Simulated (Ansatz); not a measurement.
All numbers below come from DFT PBE, scalar-relativistic, plane waves, PAW in Ansatz. All cells share a 420 eV cutoff and Γ-centred k meshes spaced about 0.3 Å⁻¹ or finer (0.25 for metals, 2π included). No spin polarisation.

All energies are static (0 K, no zero-point motion).

Two relaxed structures of Si2B3:

1.

```
CELL_PARAMETERS angstrom
3.04037 -1.56855 0.00000
3.04037 1.56855 0.00000
-0.84846 0.00000 5.54066
ATOMIC_POSITIONS crystal
Si 0.93274 0.93274 0.66978
Si 0.11338 0.11338 0.21198
B 0.78835 0.78835 0.05018
B 0.24168 0.24168 0.88218
B 0.25485 0.25485 0.56089
```

2.

```
CELL_PARAMETERS angstrom
4.47927 0.00000 0.00000
0.00000 4.47927 0.00000
0.00000 0.00000 5.54045
ATOMIC_POSITIONS crystal
Si 0.29704 0.29704 0.48247
Si 0.70296 0.70296 0.48247
Si 0.70296 0.29704 0.98247
Si 0.29704 0.70296 0.98247
B 0.73823 0.73823 0.85147
B 0.26177 0.26177 0.85147
B 0.26177 0.73823 0.35147
B 0.73823 0.26177 0.35147
B 0.00000 0.00000 0.35451
B 0.00000 0.00000 0.85451
```

Problem. Which would you expect to be lower, and how large is the difference?

Solution. Cell 1 is lower, by 69 meV/atom. Cell 1 has space group Cm (No. 8), 10.6 Å³/atom and no gap on its mesh; cell 2 has space group P4_2cm (No. 101), 11.1 Å³/atom and no gap. Counting B atoms around Si (those within 1.25 times the shortest such distance or 1.15 times the sum of covalent radii; a plus sign parts nearer from farther groups; a slash parts the counts of unlike sites), cell 1 has Si 5/4+3 and cell 2 has Si 4. Cell 1 holds B–B chains (shortest 1.81 Å); cell 2 holds B–B units of three or more atoms (shortest 1.66 Å). The denser one is the lower, and pressure would at first widen the difference. Even the lower one lies +0.37 eV/atom against the reference forms of the elements (uncorrected), so neither is stable at this level. Both come from trial cells of a structure search, whose lowest cell (C2/m, 9.6 Å³/atom) lies 75 meV/atom below the lower of the two.

With atoms moved at random, cell 1 (by 7 meV/atom) fell into a lower structure. Cell 2 had no clear such test and can be a saddle point. Some structure types and database cells were kept out of the candidates from the start, so a known form may be missing.
